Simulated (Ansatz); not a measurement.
ScMo3C (anti-perovskite, space group No. 221), a = 4.2266 Å, b = 4.2266 Å, c = 4.2266 Å, α = 90.00°, β = 90.00°, γ = 90.00°.

This is the PBE-relaxed structure.

Task: All from PBE in the plane-wave PAW code Ansatz, unless another level is named. Give the electronic character.

Result: metallic (no gap).

Task: Give the density of states at the Fermi level.

Result: 0.79 states/eV per atom (mean over ±0.08 eV).

Task: And the formation energy from the elements (no fitted shifts)?

Result: 0.041 eV/atom.

Task: And the gap with spin–orbit coupling?

Result: none (metallic).

Space group Pm-3m (anti-perovskite). The start of the workflow was typed in or built on a structure type; neither database checked (COD, Materials Project) lists it. Its standing as an ambient phase is unchecked. Symmetry was held in the PBE relaxation; whether a distortion lowers the energy is not shown. No spin polarisation was allowed. The references are the lowest solids computed at this level, not always the standard phases. Scalar-relativistic: spin–orbit coupling is off unless named, which matters more the heavier the elements.

Potentials: the later of the program's two PAW sets.
